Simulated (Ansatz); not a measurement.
An Ansatz run on Ga2O3 (corundum) left the output below. The cell was relaxed with r2SCAN and then strained (uniaxial +1.0 % along z, other directions held), with the atoms relaxed again with r2SCAN; k points keep the names of the unstrained zone.

The cell given to it:
```xyz
10
Lattice="2.4923 1.4389 4.5255 -2.4923 1.4389 4.5255 0.0000 -2.8778 4.5255" Properties=species:S:1:pos:R:3 pbc="T T T"
Ga    0.0000    0.0000   11.6083
Ga    0.0000    0.0000    4.8201
Ga    0.0000    0.0000    1.9681
Ga    0.0000    0.0000    8.7562
O     0.9781   -1.4389    5.6568
O    -1.7352   -0.1276    5.6568
O    -0.9781    1.4389    7.9195
O    -0.7571   -1.5665    7.9195
O     1.7352    0.1276    7.9195
O     0.7571    1.5665    5.6568
```

The output, standing remarks left out:
```
scf.n_extra_bands = 6 over 44 filled bands (N_el = 88.0): the run solves 50 bands
Pseudopotential: Ga, paw, valence charge 13, recommended cutoff 500 eV
Pseudopotential: O, paw, valence charge 6, recommended cutoff 500 eV
Crystal: 10 atoms, lattice volume = 97.373 Å³
Basis set: ecut = 500 eV, 2483 PW (Γ)
Symmetry: 12 space group operations
Space group: R-3c (ITA 167)
k-points: 32 of 216
preconditioner: auto → Resta (q_TF=auto, 2.683 Å⁻¹)  ε∞=4.9  [insulator: Δε(μ)=3.433 eV  ℏωp=35.3 eV]
SCF 1 converged in 7 iterations: F = -18577.653209 eV  dr2 = 4.69e-8
NSCF: frozen V_eff on 9 k-points
SCF converged after 7 iterations
Free energy (F): -18577.653209 eV
Fermi energy:    8.648199 eV
--- Per-component energies (eV) ---
  E_band       = -61.152871
  E_kinetic    = 1526.481118
  E_local      = -8572.609783
  E_nonlocal   = 2032.596301
  E_hartree    = 3882.766588
  E_xc         = -684.088293
  E_vxc        = -862.834760
  E_paw        = -9022.098354
  E_vpaw       = -2001.470343
  E_vtau       = 51.142339
  E_ewald      = -7737.902687
  E_core_change = -2.803925
--- Forces (eV/Å), atoms counted from 1 ---
  atom   1  Ga      0.00000      0.00000    -0.00010
  atom   2  Ga      0.00000      0.00000    -0.00010
  atom   3  Ga      0.00000      0.00000      0.00010
  atom   4  Ga      0.00000      0.00000      0.00010
  atom   5  O       0.00003      0.00000      0.00000
  atom   6  O     -0.00001    -0.00002      0.00000
  atom   7  O     -0.00003      0.00000      0.00000
  atom   8  O       0.00001    -0.00002      0.00000
  atom   9  O       0.00001      0.00002      0.00000
  atom  10  O     -0.00001      0.00002      0.00000
--- Stress (GPa, compression-positive) ---
       -1.318895       0.000000       0.000000
        0.000000      -1.318895       0.000000
        0.000000       0.000000      -3.716434
  P = ⅓ Tr σ = -2.1181 GPa (-21.181 kbar)
--- Band table (eV; the first three rows and the last of 32) ---
  k-point 0: bands = […, 8.0683, 8.2834, 8.3663, 8.3663, 8.4113, 8.4113, 12.0967, 16.0560, 16.3141, 18.4377, …]
  k-point 1: bands = […, 7.8822, 8.0569, 8.0959, 8.2091, 8.4745, 8.5582, 12.9160, 15.9535, 16.6542, 18.0524, …]
  k-point 2: bands = […, 7.6699, 7.6711, 7.9146, 7.9748, 8.4440, 8.5717, 14.4227, 15.8387, 16.5296, 17.2009, …]
  k-point 31: bands = […, 7.1486, 7.1486, 8.3752, 8.3752, 8.3752, 8.3752, 15.2046, 15.2046, 17.2783, 17.2783, …]
```

Levels at the listed points, from bands.tsv (eV from the Fermi energy, bands near the gap, counted from 0):
```tsv
# k_distance	band_39	band_40	band_41	band_42	band_43	band_44	band_45	band_46	band_47
# fermi_ev = 8.648199
# [0, 0, 0] at k_distance = 0.000000
# [0.5, 0.5, 0.5] at k_distance = 0.694206
# [0.764580087, 0.235419913, 0.5] at k_distance = 1.361233
# [0.5, -0.235419913, 0.235419913] at k_distance = 1.912885
# [0.5, 0, 0] at k_distance = 2.506397
# [0.3677099565, -0.3677099565, 0] at k_distance = 3.029870
# [0.6322900435, 0, 0.3677099565] at k_distance = 3.516410
# [0.5, 0, 0.5] at k_distance = 3.849923
# [0, 0.166667, -0.166667] at k_distance = 5.054102
# levels_relative_to = fermi_ev
0.000	-0.365	-0.282	-0.282	-0.237	-0.237	3.448	7.408	7.666	9.789
0.694	-1.500	-0.273	-0.273	-0.273	-0.273	6.556	6.556	8.630	8.630
1.361	-0.982	-0.578	-0.578	-0.341	-0.341	7.430	7.430	8.008	8.008
1.913	-0.982	-0.578	-0.578	-0.341	-0.341	7.430	7.430	8.008	8.008
2.506	-1.188	-0.996	-0.996	-0.171	-0.171	7.101	7.101	7.489	7.489
3.030	-0.659	-0.645	-0.527	-0.476	-0.173	7.207	7.347	7.936	7.986
3.516	-0.659	-0.645	-0.527	-0.476	-0.173	7.207	7.347	7.936	7.986
3.850	-0.999	-0.849	-0.722	-0.274	-0.153	7.257	7.465	8.409	8.491
5.054	-1.081	-0.636	-0.289	-0.244	0.000	5.231	7.117	8.194	8.872
```
In order the rows are Γ, T, H₂, H₀, L, S₀, S₂, F, Γ–S₀ (0.45).

**Question.** Write the input file that gave this output.

**Answer.**
```yaml
crystal:
  # lattice and atoms as above
kpoints:
  mp_grid: { grid: [6, 6, 6] }
  band_path:
    path:
      - [0.0, 0.0, 0.0]
      - [0.5, 0.5, 0.5]
      - [0.764580087, 0.235419913, 0.5]
      - [0.5, -0.235419913, 0.235419913]
      - [0.5, 0.0, 0.0]
      - [0.3677099565, -0.3677099565, 0.0]
      - [0.6322900435, 0.0, 0.3677099565]
      - [0.5, 0.0, 0.5]
      - [0.0, 0.166667, -0.166667]
    npoints: 1
hamiltonian:
  xc: r2scan
scf:
  occupations: { method: fixed }
  n_extra_bands: 6
output:
  forces: true
  stress: true
  eigenvalues: true
```
The term E_vtau belongs to a meta-GGA, which reads the kinetic-energy density. There is no exchange loop, so no exact exchange. A single point prints forces and stress when the output block asks for them. The lines shown narrow the functional down without fixing it; this is the one that was run. Not every key shows in the log; this is the file that was used.

Command: `ansatz run input.yaml --threads 2 --pin off --max-ram 29491MiB --backend cpu --events-out ev --progress --plain --runs-dir out`. It took 9.1 s on 2 threads of AMD EPYC 7R13 Processor (Zen 3), on a shared host, load about 0.7 per core; peak host memory 0.87 GiB.

(Simulation; spin polarisation is off.)
